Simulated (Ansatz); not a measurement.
Pt:
```
CELL_PARAMETERS angstrom
     -1.56949     1.56949     1.56949
      1.56949    -1.56949     1.56949
      1.56949     1.56949    -1.56949
ATOMIC_POSITIONS crystal
  Pt 0.00000 0.00000 0.00000
```

Relaxed with r²SCAN. Special points in fractions of this cell's reciprocal vectors: Γ (0.000, 0.000, 0.000); H (0.500, -0.500, 0.500); N (0.000, 0.000, 0.500); P (0.250, 0.250, 0.250).

Q: List the band energies nearest the Fermi level at these points for r²SCAN in the plane-wave PAW code Ansatz.

A: In eV from the Fermi level; about four levels below and three above (degenerate sets whole), none deeper than 8.9 eV; … stands for higher levels left out; points with the same levels are listed once.

| k | below | above |
|---|---|---|
| Γ | -3.78 -3.78 -3.78 -1.20 -1.20 | … |
| H | -6.58 -6.58 | 0.53 0.53 0.53 |
| N | -7.03 -5.30 -1.37 -0.87 | 0.36 1.10 … |
| P | -4.58 -4.58 -4.58 -0.80 -0.80 | 5.15 … |

Space group Im-3m (bcc (W type)). The first step of the workflow began from a Materials Project structure, measured or hypothetical; the Crystallography Open Database copy checked does not list it. It is not the phase usual at ambient conditions (space group No. 225). The r²SCAN relaxation kept the symmetry of its start. At this level the phase is mechanically unstable. The run is not spin-polarised. Spin–orbit coupling is left out wherever it is not named.

Potentials: the later of the program's two PAW sets.
